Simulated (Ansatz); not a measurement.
SiSn:
```
SiSn
1.0
    3.86999     0.00000     0.00000
   -1.93499     3.35151     0.00000
    0.00000     0.00000     7.05814
Sn Si
2 2
Cartesian
  0.00000   0.00000   0.00000
  0.00000   0.00000   3.52907
  0.00000   2.23434   1.76453
  1.93499   1.11717   5.29360
```

Relaxed with PBE. Special points in fractions of this cell's reciprocal vectors: Γ (0.000, 0.000, 0.000); M (0.500, 0.000, 0.000); K (0.333, 0.333, 0.000); A (0.000, 0.000, 0.500); L (0.500, 0.000, 0.500); H (0.333, 0.333, 0.500).

**Question.** List the band energies nearest the Fermi level at these points for plane-wave PAW PBE (Ansatz code).

**Answer.** In eV from the Fermi level; about four levels below and three above (degenerate sets whole), none deeper than 8.9 eV; points with the same levels are listed once.

| k | below | above |
|---|---|---|
| Γ | -8.69 -8.50 -0.79 -0.08 | 0.29 0.29 1.42 1.42 |
| M | -5.50 -4.76 -4.08 -1.89 | 0.95 1.23 1.31 |
| K | -2.98 -2.98 -2.68 -2.68 | 3.61 4.67 4.77 4.77 |
| A | -4.94 -4.94 | 0.83 0.83 0.83 0.83 |
| L | -1.56 -1.56 -1.09 -1.09 | 2.57 2.57 4.84 4.84 |
| H | -4.26 -4.26 -0.81 -0.81 | 0.01 0.01 1.18 1.18 |

Space group P6_3/mmc (NiAs type). A made-up cell: these elements were put on the sites of a structure type; neither database checked (COD, Materials Project) lists it. Its standing as an ambient phase is unchecked. The PBE relaxation kept the symmetry of its start; whether a distortion lowers the energy is not shown. Spin–orbit coupling is left out wherever it is not named.

Potentials: the later of the program's two PAW sets.
